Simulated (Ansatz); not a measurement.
**LiRh: how the free axis answers a strain**

LiRh, P-6m2, a = 2.626 Å, c = 4.326 Å. The structure is a Materials Project entry; whether it is the stable form wasn't checked. Ansatz: PBEsol, PAW, 420 eV, Γ-centred 18×18×10 mesh on 2 atoms, Gaussian smearing 0.10 eV; no spin polarisation. Series: biaxial strain in the a-b plane, c and atoms relaxed; x is the strain in per cent. y is the change of c in per cent of 4.326 Å.

```tsv
x (%)	y (%)
-6.0	1.46
-4.0	1.05
-2.0	0.53
0.0	0.00
2.0	-0.63
4.0	?
6.0	-2.01
```

Q: Fit y = c1 x + c2 x² to the other rows, say what c1 measures, and predict the missing y.

A: Least squares on the rows shown. y = −0.2899 x − 0.007622 x². With no stress along c, c1 = −2C13/C33 = -0.290. At x = 4.0 the fit asked for gives -1.28 %. The run gave -1.28 %, the same to the digits shown.